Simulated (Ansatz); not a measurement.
A trial cell of Sr was relaxed with PBE (plane waves to 420 eV, PAW, scalar-relativistic; Ansatz, a first-principles code).

Before: P-6 (No. 174), hP4; a = 5.807 Å, b = 5.807 Å, c = 8.282 Å, α = 90.00°, β = 90.00°, γ = 120.00°.

After relaxation:

Simulated powder pattern, neutron, λ = 1.5401 Å (kinematic, ideal powder, no thermal factors, coherent scattering alone; the 24 strongest lines at most, above 1 %, up to 2θ = 90°):

```tsv
2θ (°)	I/Imax (%)
12.97	23
14.16	13
19.25	18
24.66	34
26.11	23
27.96	100
36.22	33
43.41	27
45.50	13
47.22	39
51.36	41
52.43	32
57.78	15
59.97	14
66.07	23
68.79	11
70.35	41
71.45	25
74.29	19
74.95	20
76.88	10.0
79.67	11
82.41	34
85.57	20
```

Task: Identify the relaxed structure from its pattern: crystal system, space group and cell.

Result: Hexagonal, P-62m (No. 189), hP4; a = b = 7.2129 Å, c = 6.8169 Å, α = β = 90.00°, γ = 120.00°. Sites: Sr 1a (0.000, 0.000, 0.000); Sr 3g (0.339, 0.339, 0.500).

Task: Index the strongest lines.

Result: 27.96° (1 1 -2 1), 47.22° (1 1 -2 3), 51.36° (3 0 -3 2), 70.35° (4 1 -5 1), 82.41° (4 1 -5 3).

No spin polarisation in the result.

The run could not lose the symmetry of its start, so the end can be a saddle point.

The relaxed structure here is a generated cell of Sr: the first start was made by a random draw of sites in a space group, and the end was not matched to a known phase here, so it may be hypothetical. Known forms of Sr include space group No. 225.
